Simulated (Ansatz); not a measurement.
# 17O NMR of the central transition in Na3RhN6O12

Cell: a COD entry, ions relaxed with PBE at fixed cell.

Space group R-3m:H (No. 166); a = 7.9601, c = 14.8191 Å, γ = 120.00°.

| site | Wyckoff | site symmetry | x | y | z |
| --- | --- | --- | --- | --- | --- |
| Na1 | 3b | -3m | 0.0000 | 0.0000 | 0.5000 |
| Na2 | 6c | 3m | 0.0000 | 0.0000 | 0.2663 |
| Rh | 3a | -3m | 0.0000 | 0.0000 | 0.0000 |
| N | 18h | .m | 0.7928 | 0.5857 | 0.4104 |
| O11 | 18h | .m | 0.7914 | 0.5828 | 0.4938 |
| O17 | 18h | .m | 0.8725 | 0.7449 | 0.3708 |

One atom of each set is listed; the run and its k-mesh use a cell of 22 atoms with edges of 6.75, 6.75, 6.75 Å.

Method: Kohn–Sham DFT in Ansatz, PBE, plane waves and PAW, scalar-relativistic, 420 eV cutoff, Γ-centred 4×4×4 k-points, Fermi–Dirac smearing 0.02 eV.

17O has I = 5/2 and Q = -25.58 mb (Pyykkö 2018); at 9.4 T its Larmor frequency is ν₀ = 54.3 MHz. Only the quadrupole interaction is simulated: positions count from each site's isotropic chemical shift, and shift anisotropy, dipolar and J coupling are left out.

(1) Give C_Q, η, the quadrupolar product P_Q = |C_Q|(1 + η²/3)^½, the second-order isotropic shift and the breadth of the pattern (static powder) for each O site.

Answers

(1) 

```csv
site,first shell,C_Q (MHz),η,P_Q (MHz),δ_QIS (ppm),breadth (kHz)
O11,"1 N at 1.24 Å; also 2 Na at 2.33–2.88 Å, 1 Rh at 2.93 Å",12.1,0.64,12.9,-338,133
O17,"1 N at 1.24 Å; also 2 Na at 2.34–2.60 Å, 1 Rh at 2.89 Å",12.1,0.73,13.1,-351,140
```

δ_QIS = −(ν_Q²/30ν₀²)[I(I+1) − 3/4](1 + η²/3) × 10⁶ ppm with ν_Q = 3|C_Q|/[2I(2I−1)]; it falls as 1/B₀² in ppm, and the breadth as 1/B₀ in kHz.
